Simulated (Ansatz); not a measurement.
I (molecular I2 type), relaxed with LDA (Ansatz, a program for electronic structure, plane waves, PAW): a = 7.1516 Å, b = 4.3240 Å, c = 9.5299 Å, α = 90.00°, β = 90.00°, γ = 90.00°.

```
Property  Result
--------  ------
gap (eV)    0.68
```

### Question
The same phase is relaxed and computed with PBEsol in the same code. What are the cell and these values now?

### Answer
a = 7.506 Å, b = 4.393 Å, c = 9.624 Å, α = β = γ = 90.00°.

- gap (eV): 0.79

Weakly bound layers, chains or molecules computed without a dispersion correction, so cells and soft constants are ill determined: I, molecular I2 type with LDA; I, molecular I2 type with PBEsol. All cells were relaxed under the symmetry of their starts (and spin orders); stability against distortions was not tested throughout. Spin–orbit coupling is left out wherever it is not named.

Potentials: the earlier of the program's two PAW sets. The files were generated under PBE; for other functionals the program regenerates the frozen cores, and for LDA and PBEsol the local potential too.

Ansatz is a plane-wave DFT program.
